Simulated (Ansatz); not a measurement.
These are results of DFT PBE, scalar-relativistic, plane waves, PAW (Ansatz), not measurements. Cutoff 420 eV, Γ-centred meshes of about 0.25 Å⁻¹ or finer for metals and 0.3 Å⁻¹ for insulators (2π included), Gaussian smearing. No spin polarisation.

Temperature and zero-point effects are left out.

Two forms of Si2B3 were relaxed alike.

1. Space group P-3m1 (No. 164), trigonal, a = 3.071 Å, c = 5.786 Å. Around Si lie 1 B at 1.96 Å, 3 B at 2.08 Å and 3 B at 2.41 Å; B on a site of symmetry -3m is surrounded by 6 Si at 2.08 Å; B on a site of symmetry 3m has 3 B at 1.80 Å, 1 Si at 1.96 Å and 3 Si at 2.41 Å.

2. Space group P4_2cm (No. 101), tetragonal, a = 4.479 Å, c = 5.540 Å. Around Si lie 4 B at 2.01–2.11 Å; B on a site of symmetry m is surrounded by 1 B at 1.66 Å and 3 Si at 2.06–2.11 Å; around B on a site of symmetry 2mm lie 2 B at 1.66 Å and 2 Si at 2.01 Å.

Question: Which form is favoured at zero pressure, and by what margin per atom?

Answer: Cell 1 is lower, by 139 meV/atom. Cell 1 has space group P-3m1 (No. 164), 9.5 Å³/atom and no gap on its mesh; cell 2 has space group P4_2cm (No. 101), 11.1 Å³/atom and no gap. Counting B atoms around Si (those within 1.25 times the shortest such distance or 1.15 times the sum of covalent radii; a plus sign parts nearer from farther groups), cell 1 has Si 4+3 and cell 2 has Si 4. Cell 1 holds B–B nets (shortest 1.80 Å); cell 2 holds B–B units of three or more atoms (shortest 1.66 Å). The denser one is the lower, and pressure would at first widen the difference. Even the lower one lies +0.31 eV/atom against the reference forms of the elements (uncorrected), so neither is stable at this level. Both come from trial cells of a structure search.

With atoms moved at random, cell 1 (by 5 meV/atom) fell into a lower structure. Cell 2 had no clear such test and can be a saddle point.
